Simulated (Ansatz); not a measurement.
# What DFT gives for SrSi2Pd2

```
Si Sr Pd
1.0
     0.00000    4.27143    0.00000
     4.27143    0.00000    0.00000
     2.13571    2.13571   -4.89381
Si Sr Pd
2 1 2
Direct
  0.37500 0.37500 0.25000
  0.62500 0.62500 0.75000
  0.00000 0.00000 0.00000
  0.75000 0.25000 0.50000
  0.25000 0.75000 0.50000
```

Single point in Ansatz 0.2.0 with m-r2SCAN, no spin polarisation. Cutoff 500 eV, PAW datasets, 9×9×9 Γ-centred k mesh, fermi-dirac filling (width 0.1 eV).

Are the atoms at rest?

Nearly at rest: the largest force is 0.009 eV/Å.

What happens at the Fermi level?

It is a metal, with about 2.7 states/eV a cell as the mean within 0.25 eV of the Fermi level, mostly Si p (53 %) and Pd d (27 %).

Is it stable against the elements?

-0.76 eV an atom against the elements' usual phases (free molecules for gases, crystals otherwise, with no correction for O₂ or N₂), so it is bound against them; other compounds may still compete. Relaxing would lower it.

Give the Bader charges.

Bader charges in e: Sr +1.37, Si +0.09, Pd -0.78. In the mean Sr gives up most and Pd takes most.

What does the stress say?

The pressure is 4.0 GPa (compression positive), so with the atoms held at these fractions the cell would first expand.

Origin: a database entry at a rescaled volume. Caveats: m-r2SCAN is r2SCAN with a changed spin dependence that lowers moments.
